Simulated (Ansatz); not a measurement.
Relaxed-ion elastic tensor of LiF (CsCl type, Pm-3m) in GPa (Voigt order), DFT-r²SCAN in the program Ansatz with PAW potentials; density 2.70 g/cm³, 7.97 Å³ per atom.

```json
[
 {"": "1", "1": "289", "2": "-28.4", "3": "-28.4", "4": "0.0", "5": "0.0", "6": "0.0"},
 {"": "2", "1": "-28.4", "2": "289", "3": "-28.4", "4": "0.0", "5": "0.0", "6": "0.0"},
 {"": "3", "1": "-28.4", "2": "-28.4", "3": "289", "4": "0.0", "5": "0.0", "6": "0.0"},
 {"": "4", "1": "0.0", "2": "0.0", "3": "0.0", "4": "-31.1", "5": "0.0", "6": "0.0"},
 {"": "5", "1": "0.0", "2": "0.0", "3": "0.0", "4": "0.0", "5": "-31.1", "6": "0.0"},
 {"": "6", "1": "0.0", "2": "0.0", "3": "0.0", "4": "0.0", "5": "0.0", "6": "-31.1"}
]
```

Is the crystal mechanically stable?

No: the smallest eigenvalue of C is -31.1 GPa.

The workflow started from a Materials Project entry (that database holds measured and hypothetical structures alike); the Crystallography Open Database copy checked does not list it. It is not the phase usual at ambient conditions (space group No. 225). The cell was relaxed with r²SCAN under the symmetry of its start. At this level the phase is dynamically unstable (imaginary phonons).

Potentials: the later of the program's two PAW sets.
